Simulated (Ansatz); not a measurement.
The relaxed structure here is a generated cell of Al2Cu: the first start was made by a random draw of sites in a space group, and the end was not matched to a known phase here, so it may be hypothetical. Known forms of Al2Cu include space group No. 140.

One stationary structure of Al2Cu. Space group R3m (No. 160). Method: PBE (plane waves to 420 eV, PAW, scalar-relativistic; Ansatz, a quantum-chemistry and plane-wave program).

```cif
data_Al6Cu3
_chemical_formula_sum 'Al6 Cu3'
_space_group_name_H-M_alt 'P 1'
_space_group_IT_number 1
_cell_length_a 6.36028
_cell_length_b 6.36028
_cell_length_c 6.36028
_cell_angle_alpha 114.481
_cell_angle_beta 114.481
_cell_angle_gamma 114.481
loop_
_space_group_symop_operation_xyz
  'x, y, z'
loop_
_atom_site_label
_atom_site_type_symbol
_atom_site_fract_x
_atom_site_fract_y
_atom_site_fract_z
_atom_site_occupancy
Al1 Al 0.68464 0.93287 0.68464 1
Al2 Al 0.93287 0.68464 0.68464 1
Al3 Al 0.68464 0.68464 0.93287 1
Al4 Al 0.09570 0.56918 0.09570 1
Al5 Al 0.56918 0.09570 0.09570 1
Al6 Al 0.09570 0.09570 0.56918 1
Cu1 Cu 0.51896 0.17132 0.51896 1
Cu2 Cu 0.17132 0.51896 0.51896 1
Cu3 Cu 0.51896 0.51896 0.17132 1
```

- Volume per atom = 16.73 Å³
- Band gap = no gap (metallic)
- Shortest distances = Al–Cu 2.46 Å; Al–Al 2.62 Å
- k-mesh = 11×11×11

Band energies at high-symmetry points (eV from the Fermi level; labels of this space group; no spin-orbit coupling), from −5 eV up to 3.5 eV:

| point | energies |
|---|---|
| Γ | -4.13 -4.10 -3.85 -3.85 -3.73 -3.70 -3.70 -3.54 -3.54 -3.43 -3.21 -3.21 -3.12 -2.83 -2.83 -2.82 -1.60 -1.60 -0.63 -0.30 0.20 0.20 3.03 |
| L | -4.23 -4.23 -4.08 -3.71 -3.68 -3.67 -3.63 -3.56 -3.54 -3.47 -3.42 -3.37 -3.25 -3.11 -3.06 -2.61 -2.14 -1.70 -1.30 -0.38 0.11 1.01 1.34 2.11 3.22 |
| T | -4.51 -3.96 -3.96 -3.71 -3.69 -3.65 -3.65 -3.58 -3.58 -3.40 -3.40 -3.35 -3.32 -3.32 -3.20 -1.35 -1.19 -1.19 -0.87 -0.32 -0.32 2.70 2.70 3.04 3.16 |
| P0 | -4.65 -4.65 -4.09 -4.09 -3.95 -3.89 -3.70 -3.61 -3.57 -3.57 -3.49 -3.49 -3.34 -3.34 -3.28 -2.54 -2.54 -2.38 -1.69 -1.69 -1.04 -1.04 -0.36 -0.29 2.69 2.92 2.92 3.09 |
| P2 | -4.65 -4.65 -4.09 -4.09 -3.95 -3.89 -3.70 -3.61 -3.57 -3.57 -3.49 -3.49 -3.34 -3.34 -3.28 -2.54 -2.54 -2.38 -1.69 -1.69 -1.04 -1.04 -0.36 -0.29 2.69 2.92 2.92 3.09 |
| F | -4.46 -4.25 -4.17 -3.96 -3.90 -3.76 -3.67 -3.66 -3.62 -3.52 -3.51 -3.46 -3.41 -3.26 -3.13 -2.31 -1.67 -1.22 -1.01 -0.79 -0.33 0.30 0.31 1.00 1.02 1.24 1.89 2.69 2.92 |

No spin polarisation in the result.

The run could not lose the symmetry of its start, so the end can be a saddle point.
